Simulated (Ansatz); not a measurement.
## Stress against strain in YTe

```
CELL_PARAMETERS angstrom
0.00000 3.04750 3.04750
3.04750 0.00000 3.04750
3.04750 3.04750 0.00000
ATOMIC_POSITIONS crystal
Y 0.00000 0.00000 0.00000
Te 0.50000 0.50000 0.50000
```

Atoms are numbered in the order listed.

The cell is COD entry 9008769, as deposited and not checked against the literature; nothing was relaxed.

Spin polarisation is left out, and whether a magnetic state lies lower isn't shown here.

Spin–orbit coupling is left out, though it moves levels of the heavy atoms by tenths of an eV or more.

All numbers below come from DFT, PBEsol, all-electron LAPW, scalar-relativistic in Ansatz 0.2.0.

Settings: a Γ-centred 12×12×12 k mesh, Fermi–Dirac smearing of 0.05 eV, basis error target 0.5 meV/atom, no spin polarisation.

The strain is applied along the Cartesian axes of the cell as listed (γ is the engineering shear, twice εxy = εyz = εzx). Fractional coordinates are held (clamped ions).

σ is the change of stress from the unstrained cell, which is at -0.50 GPa; tension is positive, so slopes are stress–strain coefficients at that pressure. In a metal the k mesh adds noise.

Only quantities that a quadratic follows smoothly over the whole series are listed; rougher ones are left out.

| γ | σxy (GPa) |
| --- | --- |
| -0.0200 | -0.21 |
| -0.0100 | -0.11 |
| 0.0000 | 0.00 |
| 0.0200 | 0.18 |

Fit the series and read off the stiffness at zero strain.

Least-squares fits y = p0 + p1 x + p2 x² to the rows give σxy (GPa): p1 = 9.81, p2 = -30. So C44 (clamped ions) = 10 GPa.

One run, at γ = 0.0100, is withheld. Predict its row.

The fits give 0.09; the run gave 0.10.
